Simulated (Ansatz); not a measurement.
## EuS2 (CdI2-type structure)

Computed with Ansatz (plane waves, PAW, 420 eV cutoff): PBE, scalar-relativistic, collinear spin, Γ-centred 10×10×3 mesh, 0.05 eV Gaussian smearing; PAW files: Ansatz's generated set soft_2.

```cif
data_structure
_symmetry_space_group_name_H-M 'P 1'
_symmetry_Int_Tables_number 1
_cell_length_a 4.1312
_cell_length_b 4.1312
_cell_length_c 11.2714
_cell_angle_alpha 90.000
_cell_angle_beta 90.000
_cell_angle_gamma 120.000
_cell_volume 166.59
loop_
_atom_site_label
_atom_site_type_symbol
_atom_site_fract_x
_atom_site_fract_y
_atom_site_fract_z
_atom_site_occupancy
Eu1 Eu 0.00000 0.00000 0.00000 1
S1 S 0.33333 0.66667 0.12212 1
S2 S 0.66667 0.33333 0.37788 1
Eu2 Eu 0.00000 0.00000 0.50000 1
S3 S 0.33333 0.66667 0.62212 1
S4 S 0.66667 0.33333 0.87788 1
```

The cell came from substitution into a structure type; whether the compound takes it is for experiment to say.

Magnetic state: antiferromagnetic, site spin moments Eu 6.21, -6.21; S -0.43, 0.43 μB.

The pressure at this geometry is 0.3 GPa.

Problem. Which orbitals carry the states at the Fermi level, and how many states are there?

Solution. Within 0.1 eV of it: S 3p 50 %, Eu 4f 43 % (shares among the projected shells). The Fermi level sits on a steep edge: the density of states is 8.5, 4.1 and 3.9 states/eV per cell at −0.1, 0 and +0.1 eV.

Density of states (tetrahedra, averaged over 0.3 eV; states/eV per cell of 6 atoms; energy in eV from the Fermi level):

```json
{"E (eV)": "-3.10", "DOS": "0.0"}
{"E (eV)": "-2.80", "DOS": "0.9"}
{"E (eV)": "-2.50", "DOS": "5.1"}
{"E (eV)": "-2.20", "DOS": "7.2"}
{"E (eV)": "-1.90", "DOS": "8.0"}
{"E (eV)": "-1.60", "DOS": "11.9"}
{"E (eV)": "-1.30", "DOS": "8.2"}
{"E (eV)": "-1.00", "DOS": "15.1"}
{"E (eV)": "-0.70", "DOS": "16.0"}
{"E (eV)": "-0.40", "DOS": "33.1"}
{"E (eV)": "-0.10", "DOS": "8.4"}
{"E (eV)": "0.20", "DOS": "4.8"}
{"E (eV)": "0.50", "DOS": "4.7"}
{"E (eV)": "0.80", "DOS": "3.2"}
{"E (eV)": "1.10", "DOS": "0.1"}
{"E (eV)": "1.40", "DOS": "0.0"}
{"E (eV)": "1.70", "DOS": "0.0"}
{"E (eV)": "2.00", "DOS": "0.0"}
{"E (eV)": "2.30", "DOS": "0.0"}
{"E (eV)": "2.60", "DOS": "0.0"}
{"E (eV)": "2.90", "DOS": "0.0"}
{"E (eV)": "3.20", "DOS": "0.0"}
{"E (eV)": "3.50", "DOS": "0.8"}
{"E (eV)": "3.80", "DOS": "19.8"}
{"E (eV)": "4.10", "DOS": "31.1"}
{"E (eV)": "4.40", "DOS": "4.6"}
{"E (eV)": "4.70", "DOS": "4.2"}
{"E (eV)": "5.00", "DOS": "4.5"}
{"E (eV)": "5.30", "DOS": "5.6"}
{"E (eV)": "5.60", "DOS": "6.5"}
{"E (eV)": "5.90", "DOS": "3.2"}
```

Without a U the 4f levels of Eu lie too near the Fermi level, so their share of the states there, and what hangs on it, is overstated. No spin–orbit coupling, a notable omission for heavy elements. The run wasn't fully tested for a lower electronic state. Site moments are of spin, integrated over atomic spheres. The structure is layered, and this functional has no dispersion term, so the layers' spacing is poorly fixed, often too long, and so is what hangs on it.
